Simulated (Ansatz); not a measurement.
# 113In NMR of the central transition in InSe

Cell: a structure deposited in the COD, its atoms then relaxed with PBE in this cell.

```cif
data_InSe
_symmetry_space_group_name_H-M 'P6_3/mmc'
_symmetry_Int_Tables_number 194
_cell_length_a 4.0500
_cell_length_b 4.0500
_cell_length_c 16.9300
_cell_angle_alpha 90.000
_cell_angle_beta 90.000
_cell_angle_gamma 120.000
loop_
_atom_site_label
_atom_site_type_symbol
_atom_site_symmetry_multiplicity
_atom_site_Wyckoff_symbol
_atom_site_fract_x
_atom_site_fract_y
_atom_site_fract_z
In In 4 f 0.3333 0.6667 0.1673
Se Se 4 f 0.3333 0.6667 0.5918
```

One atom of each set is listed.

All values are calculated (Ansatz; DFT, r2SCAN, plane waves and PAW, scalar-relativistic, 500 eV cutoff, Γ-centred 13×13×3 k-points, Fermi–Dirac smearing 0.05 eV), not measured.

113In has I = 9/2 and Q = 761.0 mb (Pyykkö 2018); at 7.05 T its Larmor frequency is ν₀ = 66.0 MHz (from the bare nuclear moment; shielding lowers the observed one by a per cent or two). Only the quadrupole interaction is simulated: positions count from each site's isotropic chemical shift, and shift anisotropy, dipolar and J coupling are left out.

Simulated pattern of one In site (static powder, Gaussian broadening 100 kHz):

(offset (kHz), height): (-3619.6, 0), (-3470.8, 0), (-3322.0, 66), (-3173.2, 100), (-3024.4, 59), (-2875.6, 48), (-2726.9, 41), (-2578.1, 36), (-2429.3, 34), (-2280.5, 31), (-2131.7, 30), (-1982.9, 28), (-1834.2, 28), (-1685.4, 26), (-1536.6, 26), (-1387.8, 25), (-1239.0, 25), (-1090.2, 24), (-941.5, 24), (-792.7, 24), (-643.9, 23), (-495.1, 24), (-346.3, 23), (-197.5, 23), (-48.8, 23), (100.0, 18), (248.8, 19), (397.6, 19), (546.4, 20), (695.2, 21), (843.9, 22), (992.7, 23), (1141.5, 26), (1290.3, 29), (1439.1, 33), (1587.9, 42), (1736.6, 71), (1885.4, 47), (2034.2, 0), (2183.0, 0)

Problem. Which |C_Q| and η does the pattern imply?

Solution. The pattern spans 5131 kHz before broadening and its centre of gravity is at -985 kHz, which fixes P_Q; the places of the horns and steps fix η. That gives P_Q = 216 MHz, |C_Q| = 216 MHz and η = 0.00. The sign of C_Q can't be read from the pattern.

An axis of threefold or higher order runs through In, so V_zz lies along it and η is zero.

Without spin–orbit coupling (the program notes it for In) the gradients can shift somewhat, as the gap is small.

The run took 50 s of wall time (49 s of CPU time) and 1.3 GiB at its peak, on 1 thread of Intel Xeon 6975P-C (Granite Rapids) (x86_64; 16 cores open to the job, memory cap 3.0 GiB, no GPU), a shared host with a load of 0.5 a core.
